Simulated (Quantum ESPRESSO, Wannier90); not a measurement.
## AgI (P4/nmm), plane waves to Wannier functions

Structure: Materials Project mp-567809, symmetrised, not relaxed again. Not found in the COD (Crystallography Open Database) copy used, which has the formula in other groups; not checked further. Computed values, not measurements, from PBEsol: Quantum ESPRESSO (norm-conserving PseudoDojo potentials, cutoff 66 Ry, spinors with spin-orbit coupling) on a Γ-centred 6×6×4 mesh, then Wannier90. Density: 8×8×6 mesh, cold smearing 0.01 Ry. The cell is built of weakly bound layers, chains or molecules, whose nearest atoms lie 4.31 Å apart. Database cells relaxed without dispersion often hold them too far apart, which can enlarge gaps and weakens couplings between them; spacing and stacking were not compared with the measured crystal.

```
begin unit_cell_cart
ang
    4.4713900000    0.0000000000    0.0000000000
    0.0000000000    4.4713900000    0.0000000000
    0.0000000000    0.0000000000    6.6454000000
end unit_cell_cart
mp_grid = 6 6 4
```

Q: Which shells of neighbouring k-points and which b-vectors and weights does Wannier90 pick for this cell and mesh?

A: 
```
 *---------------------------------- K-MESH ----------------------------------*
 +----------------------------------------------------------------------------+
 |                    Distance to Nearest-Neighbour Shells                    |
 |                    ------------------------------------                    |
 |          Shell             Distance (Ang^-1)          Multiplicity         |
 |          -----             -----------------          ------------         |
 |             1                   0.234200                      4            |
 |             2                   0.236373                      2            |
 |             3                   0.331208                      4            |
 |             4                   0.332749                      8            |
 |             5                   0.406905                      8            |
 |             6                   0.468399                      4            |
 |             7                   0.472747                      2            |
 |             8                   0.523686                      8            |
       ... (lines left out)
 +----------------------------------------------------------------------------+
 | The b-vectors are chosen automatically                                     |
 | The following shells are used:                       1,  2                 |
 +----------------------------------------------------------------------------+
 |                        Shell   # Nearest-Neighbours                        |
 |                        -----   --------------------                        |
 |                          1               4                                 |
 |                          2               2                                 |
 +----------------------------------------------------------------------------+
 | Completeness relation is fully satisfied [Eq. (B1), PRB 56, 12847 (1997)]  |
 +----------------------------------------------------------------------------+
 |                  b_k Vectors (Ang^-1) and Weights (Ang^2)                  |
 |                  ----------------------------------------                  |
 |            No.         b_k(x)      b_k(y)      b_k(z)        w_b           |
 |            ---        --------------------------------     --------        |
 |             1         0.000000    0.234200    0.000000     9.115865        |
 |             2         0.234200    0.000000    0.000000     9.115865        |
 |             3         0.000000   -0.234200    0.000000     9.115865        |
 |             4        -0.234200    0.000000    0.000000     9.115865        |
 |             5         0.000000    0.000000    0.236373     8.948959        |
 |             6         0.000000    0.000000   -0.236373     8.948959        |
```
